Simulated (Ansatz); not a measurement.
Bi₂Te₃ (Bi2Te3 type, space group R-3m)

```
Bi2Te3
1.0
    2.19356     1.26645    10.09527
   -2.19356     1.26645    10.09527
    0.00000    -2.53291    10.09527
Bi Te
2 3
Direct
  0.40015   0.40015   0.40015
  0.59985   0.59985   0.59985
  0.00000   0.00000   0.00000
  0.20935   0.20935   0.20935
  0.79065   0.79065   0.79065
```

Equation-of-state scan: isotropic scaling of the cell above, V₀ being its volume. The atoms relax within the cell's symmetry.

Method: PBE-D3(BJ) (plane waves to 420 eV, PAW, scalar-relativistic; Ansatz, a first-principles code). k mesh 9×9×9 (Γ-centred), Fermi-Dirac smearing 0.05 eV. The energy includes the smearing's −TS. Compression counts positive. With the shape held, the modulus is that of even scaling; a crystal free to change shape is softer. Bi2Te3 was relaxed with its symmetry unable to fall. Spin-orbit coupling is left out, though Bi and Te are heavy. The zero of ΔE is the relaxed starting cell.

| V/V₀ | ΔE (meV/atom) | P (GPa) |
|---|---|---|
| 0.840 | 156.6 | 11.3 |
| 0.880 | 79.2 | 7.3 |
| 0.920 | 31.7 | 4.2 |
| 0.960 | 7.1 | 1.8 |
| 1.000 | 0.0 | 0.0 |
| 1.040 | 5.7 | -1.3 |
| 1.080 | 20.5 | -2.2 |
| 1.120 | 41.5 | -2.8 |
| 1.160 | 66.6 | -3.2 |

Derived quantities:

- Pressure at the smallest volume = 11.3 GPa
- Energy cost of the largest compression = 156.6 meV/atom
- Energy cost of the largest expansion = 66.6 meV/atom
- Bulk modulus at fixed cell shape B₀ (third-order Birch-Murnaghan fit) = 36.8 GPa
- Pressure derivative B₀′ (fit) = 6.8
- Equilibrium volume of the fit = 33.68 Å³/atom
- Pressure for 5 % compression (fit) = 2.2 GPa

(Under strain, the slope of the energy per volume gives the stress and its curvature an elastic modulus.)
